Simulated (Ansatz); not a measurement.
MgAlF$_{5}$:
```
MgAlF5
1.0
   -1.75744     3.06313     3.67374
    1.75744    -3.06313     3.67374
    1.75744     3.06313    -3.67374
Mg Al F
1 1 5
Cartesian
  0.00000   0.00000   0.00000
  0.00000   0.00000   3.67374
  0.00000   0.00000   1.89237
  0.00000   0.00000   5.45512
  0.00000   3.06313   0.00000
  1.75744   1.23819   0.00000
  0.00000   1.82494   3.67374
```

Relaxed with r²SCAN. Special points in fractions of this cell's reciprocal vectors: Γ (0.000, 0.000, 0.000); X (0.500, 0.500, -0.500); F2 (0.307, 0.693, -0.307); Σ0 (-0.307, 0.307, 0.307); Y0 (0.424, -0.424, 0.424); U0 (0.576, 0.424, -0.424); R (0.000, 0.500, 0.000); W (0.250, 0.250, 0.250); S (0.500, 0.000, 0.000); T (0.000, 0.000, 0.500).

Task: List the band energies nearest the valence-band maximum at these points for DFT-r²SCAN in the program Ansatz with PAW potentials.

Result: In eV from the valence-band maximum; about four levels below and three above (degenerate sets whole), none deeper than 8.9 eV; points with the same levels are listed once.

```
k                     below              above
--  -----------------------  -----------------
Γ    -0.82 -0.53 -0.46 0.00   7.92 12.76 14.63
X   -1.13 -0.91 -0.68 -0.57  10.67 11.95 12.04
F2  -0.99 -0.70 -0.46 -0.24  12.40 13.20 13.48
Y0  -1.13 -0.92 -0.64 -0.57  10.73 11.52 12.03
R   -0.79 -0.64 -0.36 -0.24  12.11 12.63 14.32
W   -0.99 -0.97 -0.31 -0.25  12.54 13.09 13.14
S   -0.83 -0.69 -0.53 -0.43  10.11 10.31 14.25
T   -1.04 -0.71 -0.67 -0.09  12.30 12.91 13.75
```

Space group Immm. The workflow started from an entry of the Crystallography Open Database (COD). Whether it is the stable phase at ambient conditions was not checked. Symmetry was held in the r²SCAN relaxation; whether a distortion lowers the energy is not shown.

Potentials: the later of the program's two PAW sets.
